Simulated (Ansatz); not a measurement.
Given:

InGaAs2:
```xyz
4
Lattice="2.0554 1.1867 6.7398 -2.0554 1.1867 6.7398 0.0000 -2.3734 6.7398" Properties=species:S:1:pos:R:3 pbc="T T T"
In     0.0000     0.0000    12.6226
Ga     0.0000     0.0000     2.5282
As     0.0000     0.0000     0.1076
As     0.0000     0.0000    10.0155
```

This is the LDA-relaxed structure.

Q: All from LDA in the plane-wave PAW code Ansatz, unless another level is named. Give the bulk modulus (Birch–Murnaghan fit).

A: 65.0 GPa.

Q: Next, the highest zone-centre frequency?

A: 252 cm⁻¹.

Space group R3m. The first step of the workflow began from a Materials Project structure, measured or hypothetical; the Crystallography Open Database copy checked does not list it. With In and Ga taken as one species the cell has the higher symmetry F-43m, so it may be an ordered model of a mixed-site phase. Its standing as an ambient phase is unchecked. Symmetry was held in the LDA relaxation; of distortions, only those at the zone centre were tested. As this level gives no gap, phonon frequencies hold no LO–TO term and depend on the k-mesh and smearing (Fermi–Dirac, 0.1 eV here).

Potentials: the later of the program's two PAW sets.
